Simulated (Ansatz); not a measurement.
## Cs₃Sc₂I₉ — ¹²⁷I nuclear quadrupole resonance

Cell: a Materials Project structure (computed, not necessarily an observed phase), atoms as given.

Space group P6_3/mmc (No. 194); a = 8.5066, c = 21.3701 Å, γ = 120.00°.

| site | Wyckoff | site symmetry | x | y | z |
| --- | --- | --- | --- | --- | --- |
| Cs1 | 4f | 3m. | 0.3333 | 0.6667 | 0.0695 |
| Cs5 | 2b | -6m2 | 0.0000 | 0.0000 | 0.2500 |
| Sc | 4f | 3m. | 0.3333 | 0.6667 | 0.6586 |
| I11 | 12k | .m. | 0.1703 | 0.3406 | 0.5896 |
| I23 | 6h | mm2 | 0.5104 | 0.0208 | 0.2500 |

One atom of each set is listed.

Level of theory: DFT, PBE, plane waves and PAW, scalar-relativistic, 420 eV cutoff, Γ-centred 4×4×2 k-points, Fermi–Dirac smearing 0.02 eV (Ansatz 0.2.0).

¹²⁷I: I = 5/2, Q = -688.2 mb (year-2017 value). Static lattice, zero field.

Task: At which frequencies do the ¹²⁷I NQR lines lie?

Result: For I = 5/2 and η = 0 the lines are 3|C_Q|/20 and twice that; η pulls their ratio below 2.

```json
{"site": "I11", "atoms": "12", "V_zz (10²¹ V/m²)": "15.36", "C_Q (MHz)": "-256", "η": "0.00", "line frequencies (MHz)": "38.3, 76.7"}
{"site": "I23", "atoms": "6", "V_zz (10²¹ V/m²)": "-20.2", "C_Q (MHz)": "336", "η": "0.47", "line frequencies (MHz)": "61.4, 96.9"}
```

At I11 V_zz points along its bond to Sc (within 3°). At I23 V_zz stands upright on the plane of its two bonds (within 1°).

Without spin–orbit coupling the gradients at and beside I can be off by some per cent, at some sites by more.
